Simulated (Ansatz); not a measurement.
Bi2Te3 (Bi2Te3 type, space group R-3m): map of one atom of the cell

Relaxed Bi2Te3 (Bi2Te3 type, space group R-3m):

```
Bi2Te3
1.0
    2.15783     1.24582     9.87406
   -2.15783     1.24582     9.87406
    0.00000    -2.49164     9.87406
Bi Te
2 3
Direct
  0.40072   0.40072   0.40072
  0.59928   0.59928   0.59928
  0.00000   0.00000   0.00000
  0.20741   0.20741   0.20741
  0.79259   0.79259   0.79259
```

Two-dimensional scan of atom 1 (Bi, nearest neighbour Te at 3.036 Å; its periodic images, 4.3 Å or more away, move with it): u runs along (1.000, 0.000, 0.000), v along (0.000, 0.000, 1.000) (Cartesian). Cell and other atoms are fixed.

Method: PBEsol-D3(BJ) (plane waves to 420 eV, PAW, scalar-relativistic; Ansatz, a quantum-chemistry and plane-wave program). k mesh 7×7×7 (Γ-centred), Fermi-Dirac smearing 0.05 eV. E stands for the smeared free energy. Stress and pressure are positive under compression. Bi2Te3 was relaxed with its symmetry unable to fall. Spin-orbit coupling is left out, though Bi and Te are heavy. The PAW data are Ansatz's earlier set. The zero of ΔE is the undisplaced structure. Axes are in Å.

ΔE (meV/cell), with u across and v down:

```tsv
v \ u	-0.460	-0.230	0.000	0.230	0.460
-0.460	1199	851	751	851	1199
-0.230	540	273	195	273	540
0.000	374	87	0	87	374
0.230	734	328	202	328	734
0.460	1606	986	793	986	1606
```

P (GPa), with u across and v down:

```
v \ u   -0.460  -0.230  0.000  0.230  0.460
------  ------  ------  -----  -----  -----
-0.460    2.47    1.16   0.73   1.16   2.47
-0.230    1.39    0.26  -0.11   0.26   1.39
0.000     1.51    0.38   0.01   0.38   1.51
0.230     2.79    1.47   1.04   1.47   2.79
0.460     5.09    3.38   2.85   3.38   5.09
```

Key numbers:

Principal force constants in the plane (five-point differences of the forces): 3.2 and 7.6 eV/Å². Softest direction at the centre: along u. Centre of the map: a minimum. Lowest place on the grid: u = 0.000 Å, v = 0.000 Å (0 meV/cell). Highest place on the grid, met at several equal points: u = -0.460 Å, v = 0.460 Å; u = 0.460 Å, v = 0.460 Å (1606 meV/cell).

(For displaced atoms, the force is minus the slope of the energy, and its curvature is a force constant, which sets phonon frequencies.)
